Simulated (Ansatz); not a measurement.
The relaxed structure here is a generated cell of Ni2Ge: the first start was made by placing the elements on the sites of a structure type, and the end was not matched to a known phase here, so it may be hypothetical.

One stationary structure of Ni$_{2}$Ge. Space group Fd-3m (No. 227), cubic Laves (MgCu2 type). All values below come from r2SCAN (plane waves to 500 eV, PAW, scalar-relativistic; Ansatz, an electronic-structure program).

```cif
data_Ge8Ni16
_chemical_formula_sum 'Ni16 Ge8'
_space_group_name_H-M_alt 'Fd-3m :1'
_space_group_IT_number 227
_space_group_name_Hall 'F 4d 2 3 -1d'
_cell_length_a 6.65318
_cell_length_b 6.65318
_cell_length_c 6.65318
_cell_angle_alpha 90.000
_cell_angle_beta 90.000
_cell_angle_gamma 90.000
loop_
_atom_site_label
_atom_site_type_symbol
_atom_site_symmetry_multiplicity
_atom_site_Wyckoff_symbol
_atom_site_fract_x
_atom_site_fract_y
_atom_site_fract_z
_atom_site_occupancy
Ni1 Ni 16 d 0.62500 0.62500 0.62500 1
Ge1 Ge 8 a 0.00000 0.00000 0.00000 1
```
(The calculation used a cell of 6 atoms; values per cell refer to that cell.)

Problem. Give the magnetic moment at the level r2SCAN.

Solution. Zero (the starting moments vanished).

No spin polarisation in the result: the starting moments vanished. A magnetic state may lie lower.

The run could not lose the symmetry of its start: the end is stationary, and may be a saddle point rather than a minimum.

All atoms sit on sites fixed by symmetry, so only the cell could relax.
